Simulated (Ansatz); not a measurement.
Ti$_{3}$Al:
```
Ti3Al
1.0
    2.92248     0.00000     0.00000
   -1.46124     2.53094     0.00000
    0.00000     0.00000     9.19401
Ti Al
3 1
Direct
  0.66667   0.33333   0.00000
  0.33333   0.66667   0.75053
  0.33333   0.66667   0.24947
  0.66667   0.33333   0.50000
```

Relaxed with r²SCAN. Special points in fractions of this cell's reciprocal vectors: Γ (0.000, 0.000, 0.000); M (0.500, 0.000, 0.000); K (0.333, 0.333, 0.000); A (0.000, 0.000, 0.500); L (0.500, 0.000, 0.500); H (0.333, 0.333, 0.500).

List the band energies nearest the Fermi level at these points for r²SCAN (plane waves, PAW; program Ansatz).

In eV from the Fermi level; about four levels below and three above (degenerate sets whole), none deeper than 8.9 eV; points with the same levels are listed once.

```tsv
k	below	above
Γ	-5.45 -5.19 -2.62 -0.89	0.42 0.81 0.94 0.94
M	-1.54 -1.26 -0.72 -0.50	1.00 1.05 1.18
K	-0.80 -0.53 -0.42 -0.10	0.18 1.82 2.60
A	-6.21 -3.67 -3.39 -1.12	0.40 0.86 0.94 0.94
L	-1.64 -1.28 -0.98 -0.22	0.93 1.01 1.16
H	-1.29 -1.29 -1.02 -0.66 -0.07	0.05 0.08 1.92
```

Space group P-6m2. The first step of the workflow began from a Materials Project structure, measured or hypothetical; the Crystallography Open Database copy checked does not list it. With Ti and Al taken as one species the cell has the higher symmetry P6_3/mmc, so it may be an ordered model of a mixed-site phase. It is not the phase usual at ambient conditions (space group No. 194). Symmetry was held in the r²SCAN relaxation; its stability against distortions is not shown here. No spin polarisation was allowed.

Potentials: the later of the program's two PAW sets.
